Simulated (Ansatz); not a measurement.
# Profile along the Si–O line in SiO2 (rutile)

SiO2 (rutile)

```
CELL_PARAMETERS angstrom
      4.19454     0.00000     0.00000
      0.00000     4.19454     0.00000
      0.00000     0.00000     2.67824
ATOMIC_POSITIONS crystal
  Si 0.50000 0.50000 0.50000
  Si 0.00000 0.00000 0.00000
  O  0.80605 0.80605 0.50000
  O  0.30605 0.69395 0.00000
  O  0.69395 0.30605 0.00000
  O  0.19395 0.19395 0.50000
```

Fields along a shortest Si–O line of a (-1 1 0) plane (1.77 Å), from Si to O, interpolated on the slice's grid (step about 0.2 Å). These are PBEsol (plane waves to 420 eV, PAW, scalar-relativistic; Ansatz, a quantum-chemistry and plane-wave program) values and carry that method's errors. k mesh 8×8×12. Inside the PAW spheres the values are not all-electron values, and peaks at nuclei hang on which shells count as valence. SiO2 was relaxed with its symmetry unable to fall. The PAW data are Ansatz's earlier set.

```
distance from Si (Å)  valence electron density (e/Å³)  electron localisation function  density of the highest valence band (e/Å³)  density of the lowest conduction band (e/Å³)
--------------------  -------------------------------  ------------------------------  ------------------------------------------  --------------------------------------------
0.00                                             0.11                               x                                       0.000                                         0.172
0.09                                             0.12                               x                                       0.000                                         0.170
0.18                                             0.13                               x                                       0.000                                         0.166
0.27                                             0.15                               x                                       0.001                                         0.159
0.35                                             0.20                               x                                       0.001                                         0.151
0.44                                             0.27                            0.26                                       0.002                                         0.142
0.53                                             0.37                            0.39                                       0.003                                         0.129
0.62                                             0.48                            0.55                                       0.004                                         0.112
0.71                                             0.61                            0.70                                       0.005                                         0.090
0.80                                             0.76                            0.80                                       0.006                                         0.064
0.89                                             0.95                            0.84                                       0.008                                         0.037
0.97                                             1.19                            0.85                                       0.011                                         0.016
1.06                                             1.55                            0.85                                       0.014                                         0.007
1.15                                             2.09                            0.85                                       0.017                                         0.018
1.24                                             2.87                            0.82                                       0.020                                         0.051
1.33                                             3.93                            0.76                                       0.022                                         0.101
1.42                                             5.20                               x                                       0.021                                         0.158
1.50                                             6.51                               x                                       0.017                                         0.209
1.59                                             7.67                               x                                       0.011                                         0.244
1.68                                             8.08                               x                                       0.009                                         0.254
1.77                                             8.08                               x                                       0.010                                         0.254
```

x: too close to a nucleus for the ELF to mean much. Band densities are of whole bands, smooth part only.

Density on the Si–O line (1.77 Å) at its midpoint: 0.95 e/Å³. ELF at that point: 0.8. ELF maximum in the middle third of the Si–O line: 0.85, 1.1 Å from Si.
